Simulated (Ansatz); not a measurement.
The relaxed structure here is a generated cell of V3Si: the first start was made by a random draw of sites in a space group, and the end was not matched to a known phase here, so it may be hypothetical. Known forms of V3Si include space group No. 223.

A relaxed structure of V3Si. Space group P6/mmm (No. 191). Calculation: PBE (plane waves to 420 eV, PAW, scalar-relativistic; Ansatz, a program for electronic structure).

```cif
data_SiV3
_chemical_formula_sum 'Si1 V3'
_space_group_name_H-M_alt 'P 1'
_space_group_IT_number 1
_cell_length_a 4.94350
_cell_length_b 4.94350
_cell_length_c 2.49223
_cell_angle_alpha 90.000
_cell_angle_beta 90.000
_cell_angle_gamma 120.000
loop_
_space_group_symop_operation_xyz
  'x, y, z'
loop_
_atom_site_label
_atom_site_type_symbol
_atom_site_fract_x
_atom_site_fract_y
_atom_site_fract_z
_atom_site_occupancy
Si1 Si 0.00000 0.00000 0.50000 1
V1 V 0.50000 0.00000 0.00000 1
V2 V 0.00000 0.50000 0.00000 1
V3 V 0.50000 0.50000 0.00000 1
```

```json
{
 "volume_per_atom": "13.19 Å³",
 "density": "5.70 g/cm³",
 "band_gap": "zero (metallic)",
 "magnetic_moment": "zero (the starting moments vanished)",
 "shortest_distances": "V–V 2.47 Å; Si–Si 2.49 Å; Si–V 2.77 Å",
 "k-mesh": "11×11×19"
}
```

No spin polarisation in the result: the starting moments vanished. The relaxed primitive cell holds an odd number of electrons. A magnetic state may lie lower.

The run could not lose the symmetry of its start: the end is stationary, and may be a saddle point rather than a minimum.
